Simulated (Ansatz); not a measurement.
MoS2:
```
MoS2
1.0
    1.58804     0.91685     6.22404
   -1.58804     0.91685     6.22404
    0.00000    -1.83371     6.22404
Mo S
1 2
Direct
  0.00000   0.00000   0.00000
  0.74977   0.74977   0.74977
  0.58353   0.58353   0.58353
```

Tensor components refer to the Cartesian frame of this cell.

Problem. Give the high-frequency dielectric tensor and the Born effective charge tensors of the independent atoms from DFPT, plane-wave PAW r²SCAN+D4 (Ansatz code).

Solution. 
ε∞:
```
14.7  0.00  0.00
0.00  14.7  0.00
0.00  0.00  5.76
```
Z* of atom 1 (Mo), rows: field, columns: displacement, in e:
```
-0.86   0.00   0.00
 0.00  -0.86   0.00
 0.00   0.00  -0.50
```
Z* of atom 2 (S), rows: field, columns: displacement, in e:
```
0.44  0.00  0.00
0.00  0.44  0.00
0.00  0.00  0.28
```
Z* of atom 3 (S), rows: field, columns: displacement, in e:
```
0.42  0.00  0.00
0.00  0.42  0.00
0.00  0.00  0.22
```

Static charges for comparison (Bader): Mo1 +1.31, S2 -0.66, S3 -0.66 e. Born charges measure polarisation by displacement and can exceed these by far.

Space group R3m. The cell was relaxed with r²SCAN+D4 under the symmetry of its start; of distortions, only those at the zone centre were tested. The run is not spin-polarised. Spin–orbit coupling is left out wherever it is not named.

Potentials: the later of the program's two PAW sets.
